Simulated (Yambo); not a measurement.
A G0W0@PBEsol run in Yambo for a free-standing CdClOH monolayer (symmetry P3m1, slab cell 16.5 Å high) (6×6×1 Γ-centred k mesh, bands 9 to 200 and a 6 Ry block in the screening, 200 bands in G with the Bruneval-Gonze terminator, plasmon pole fitted at 27.2 eV, slab-truncated Coulomb interaction, stochastic integration of W near q = 0) gives these matrix elements, in eV, at the band edges (Γ → Γ):

| state | E0 | <Vxc> | <Σx> | <Σc(E0)> | Z |
|---|---|---|---|---|---|
| valence edge | 0.000 | -16.645 | -21.106 | 2.422 | 0.811 |
| conduction edge | 2.454 | -8.387 | -5.178 | -1.970 | 0.876 |

Problem. Solve the linearised quasiparticle equation for both states, give the gap, and say how exchange and correlation each act on it.

Solution. E = E0 + Z(Σx + Σc − Vxc). Valence: 0.000 + 0.811 × (-21.106 + (2.422) − (-16.645)) = -1.65 eV. Conduction: 2.454 + 0.876 × (-5.178 + (-1.970) − (-8.387)) = 3.54 eV. The gap is 5.19 eV, against 2.45 eV in PBEsol. Replacing Vxc by bare exchange alone would open it by 7.67 eV; correlation takes back 4.39 eV of that, and Z scales what is left. Nearest settings tried, and what they do to the gap: 132 bands in W, 132 bands in G: +68 meV; 3 Ry block (107 vectors against 343): -106 meV. Not varied: mesh, cell height. So the settings aren't converged at that level. 

Spin-orbit coupling is included.

Geometry relaxed with PBEsol; primitive cell a = b = 3.6460 Å, c = 16.5000 Å, α = β = 90.00°, γ = 120.00°.

This is a model layer cut from the bulk structure; whether it is stable on its own was not checked.
